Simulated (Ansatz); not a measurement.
# Structure search: one LiSnH₃ candidate

Method: DFT PBE, scalar-relativistic, plane waves, PAW (Ansatz). Cutoff 420 eV, Gaussian smearing, Γ-centred meshes. Cell and atoms relax first on a coarse mesh and then on a finer one. In between, the cell is made exact in the group found at 0.06 Å. In metals the finer mesh still leaves noise of several meV/atom or more. The steps can't lower the symmetry of their start. No spin polarisation.

The guess for LiSnH₃ was made by a generator: perovskite family, AX3 layers stacked AB (P6_3/mmc, No. 194) (A site Sn; B site Li; X site H). Its size is a rough estimate.

```yaml
crystal:
  lattice:
    - [6.26383, 0.00000, 0.00000]
    - [-3.13192, 5.42464, 0.00000]
    - [0.00000, 0.00000, 5.26162]
  atoms:
    - { symbol: Li, position: [0.00000, 0.00000, 0.00000] }
    - { symbol: Li, position: [0.00000, 0.00000, 0.50000] }
    - { symbol: Sn, position: [0.33333, 0.66667, 0.75000] }
    - { symbol: Sn, position: [0.66667, 0.33333, 0.25000] }
    - { symbol: H, position: [0.83333, 0.66667, 0.75000] }
    - { symbol: H, position: [0.33333, 0.16667, 0.75000] }
    - { symbol: H, position: [0.83333, 0.16667, 0.75000] }
    - { symbol: H, position: [0.16667, 0.33333, 0.25000] }
    - { symbol: H, position: [0.66667, 0.83333, 0.25000] }
    - { symbol: H, position: [0.16667, 0.83333, 0.25000] }
```

Formation energies are uncorrected and refer to the elements' standard structures at the same level (H₂ as a molecule). The references include grey tin.

Question: Where does the relaxation end?

Answer: The symmetry stays P6_3/mmc (No. 194). The end has the hexagonal perovskite (2H) type. The volume per atom shrinks by 44.2 %, from 17.9 to 10.0 Å³. The shortest distance goes from 2.24 Å (Li–H) to 1.90 Å (Li–H). The energy falls by about 0.35 eV/atom (the start's value is from the coarse mesh). Conventional cell: a = 5.100 Å, c = 4.430 Å. Around Li lie 6 H at 1.90 Å and 2 Li at 2.22 Å; around Sn lie 12 H at 2.55–2.62 Å; H is surrounded by 2 Li at 1.90 Å, 2 H at 2.42 Å and 4 Sn at 2.55–2.62 Å.

```xyz
10
Lattice="5.1002 0.0000 0.0000 -2.5501 4.4169 0.0000 0.0000 0.0000 4.4305" Properties=species:S:1:pos:R:3 pbc="T T T"
Li    0.0000    0.0000    0.0000
Li    0.0000    0.0000    2.2152
Sn    0.0000    2.9446    3.3228
Sn    2.5501    1.4723    1.1076
H     2.5501    2.8710    3.3228
H     1.3388    0.7730    3.3228
H     3.7614    0.7730    3.3228
H     0.0000    1.5460    1.1076
H     1.2113    3.6440    1.1076
H    -1.2113    3.6440    1.1076
```

Question: How does it come out in energy, and is it a metal?

Answer: The formation energy is +0.28 eV/atom and the gap on the 9×9×8 mesh of the 10-atom cell is 0 eV (a metal).

It can't be a ground state, since the elements alone are lower.

The last run used Gaussian smearing of 0.10 eV. With hydrogen, zero-point motion can shift formation energies by some tens of meV/atom. Symmetry constrained the relaxation, so the result can be a saddle point. In all, the 4 runs took 49 s on 1 thread of Intel(R) Xeon(R) 6975P-C (Granite Rapids) (shared host).
